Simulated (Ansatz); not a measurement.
Below is a relaxed structure of SbP. The cell was found from a structure generator's guess, not taken from experiment.

These are results of Ansatz 0.2.0, DFT PBE, scalar-relativistic, plane waves, PAW, not measurements. Cutoff 420 eV, Γ-centred mesh, Gaussian smearing, no spin polarisation.

The sheet is periodic along a and b; c holds vacuum.

```
CELL_PARAMETERS angstrom
3.73342 0.00000 0.00000
-1.86671 3.23323 0.00000
0.00000 0.00000 26.83690
ATOMIC_POSITIONS crystal
Sb 0.66667 0.33333 0.32480
P 0.33333 0.66667 0.27139
```

Energies over the elements count from the elements' standard structures at the same level, with no fitted energy shifts. The references include black phosphorus.

Task: What layer group does it have?

Result: p3m1 (No. 69). In-plane cell: a = 3.733 Å, b = 3.733 Å, γ = 120.0°, thickness 1.43 Å between the outermost nuclei. Sb at height 1.43 Å has 3 P at 2.59 Å; P at height 0.00 Å has 3 Sb at 2.59 Å.

Task: What is its formation energy per atom?

Result: +0.133 eV/atom. The separate elements lie lower, so it is unstable against them.

Task: Is it a metal?

Result: No, the gap on the 12×12×1 mesh is 1.74 eV.

The last run used a 12×12×1 mesh for its 2-atom cell and Gaussian smearing of 0.02 eV. Spin–orbit coupling, which can matter for Sb, is left out. Kohn–Sham gaps at this level usually fall short of measured ones. The missing spin–orbit coupling can work the other way here. The reference form of P is held partly by dispersion forces, which this level lacks. Symmetry constrained the relaxation, so the result can be a saddle point.
